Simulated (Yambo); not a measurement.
## How GW settings move the gap: TlIO$_{3}$

G0W0@PBEsol for TlIO₃ (space group R3m, No. 160) in Yambo. Reference settings: 4×4×4 Γ-centred k mesh, 134 bands and a 7 Ry block in the screening, 134 bands in G with the Bruneval-Gonze terminator, plasmon pole fitted at 27.2 eV. The PBEsol gap Z → Z on this mesh is 3.03 eV; G0W0 gaps are taken between the same points.

```tsv
change from the reference	G0W0 gap Z → Z (eV)	shift of the valence edge (eV)	rough Yambo cost
reference settings	4.56	-0.74	1
3 Ry block	4.50	-0.61	within a factor of two
6 Ry block	4.54	-0.70	within a factor of two
pole fitted at 10 eV	4.49	-0.61	–
no random integration	4.52	-0.59	–
2×2×2 mesh	4.59	-0.70	about 1/20
88 bands in G, no terminator	4.53	-0.42	–
no terminator	4.54	-0.56	–
```

The reference isn't shown to be the converged limit. Costs are rough (shared machines), scaled to the same edge states, and given only for runs that recompute the screening.

Spin-orbit coupling is left out; with 6p states at a band edge it can lower the gap by many tenths of an eV, most of a small gap.

The standard potential for Tl keeps a d shell in the valence without the s and p states of that shell. In tests on such compounds this moved G0W0 gaps by up to about 0.9 eV, so absolute quasiparticle energies here are unreliable; differences between settings are what counts.

Geometry relaxed with PBE+D3(BJ); primitive cell a = 4.667 Å, b = 4.667 Å, c = 4.667 Å, α = 88.79°, β = 88.79°, γ = 88.79°.

The structure is a Materials Project entry; no match was found in the copy of COD used, and its stability was not checked.

A shift is the quasiparticle energy of the state minus its PBEsol energy.
